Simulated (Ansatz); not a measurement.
Name crystals whose computed values (plane-wave PAW PBEsol (Ansatz code)) fall in these windows: B₀ by P(V) fit (GPa) 130 to 170; highest Γ mode, no LO–TO term (cm⁻¹) 150 to 190.



```
crystal                               B₀ by P(V) fit (GPa)  highest Γ mode, no LO–TO term (cm⁻¹)
------------------------------------  --------------------  ------------------------------------
AgAu3, Cu3Au type                                      159                                   160
HgPd, L1₀ or tetragonal B2                             146                                   167
ZrIr, rock salt                                        170                                   158
ScPt, CsCl type                                        150                                   168
Ga2Pt, fluorite or antifluorite type                   130                                   171
```
Others may fit too.

Typed or built starts, not in the databases checked: ZrIr, rock salt. Standing as an ambient phase not checked: AgAu3, Cu3Au type; HgPd, L1₀ or tetragonal B2; ScPt, CsCl type; Ga2Pt, fluorite or antifluorite type. All cells were relaxed under the symmetry of their starts (and spin orders); stability against distortions was not tested throughout. Rows with no word on spin ran without spin polarisation. Spin–orbit coupling is left out wherever it is not named.

Potentials: the later of the program's two PAW sets.
